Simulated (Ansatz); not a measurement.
# NiPt4 (I4/m) at 2 levels of theory

One geometry, relaxed with PBE; plane waves with PAW potentials in Ansatz, scalar-relativistic. Collinear spin, ending at 1.5 μB a primitive cell. Gaps are the least over mesh and band path; pressure is positive in compression.

```cif
data_structure
_symmetry_space_group_name_H-M 'I4/m'
_symmetry_Int_Tables_number 87
_cell_length_a 6.1591
_cell_length_b 6.1591
_cell_length_c 3.9075
_cell_angle_alpha 90.000
_cell_angle_beta 90.000
_cell_angle_gamma 90.000
_cell_volume 148.23
loop_
_atom_site_label
_atom_site_type_symbol
_atom_site_symmetry_multiplicity
_atom_site_Wyckoff_symbol
_atom_site_fract_x
_atom_site_fract_y
_atom_site_fract_z
_atom_site_occupancy
Ni1 Ni 2 b 0.00000 0.00000 0.50000 1
Pt1 Pt 8 h 0.20208 0.60439 0.50000 1
```

| level | cutoff (eV) | k mesh | gap (eV) | pressure (GPa) | largest moment (μB) |
| --- | --- | --- | --- | --- | --- |
| PBE | 420 | 12×12×12 | 0 | 0.0 | 0.75 |

What comes out on the same cell with PBEsol?

| level | cutoff (eV) | k mesh | gap (eV) | pressure (GPa) | largest moment (μB) |
| --- | --- | --- | --- | --- | --- |
| PBEsol | 420 | 12×12×12 | 0 | -10.1 | 0.71 |

Spin-orbit coupling matters for the bands of heavy elements and is left out.

It was reached by relaxing an invented guess, and it needn't be the stable form of this composition.
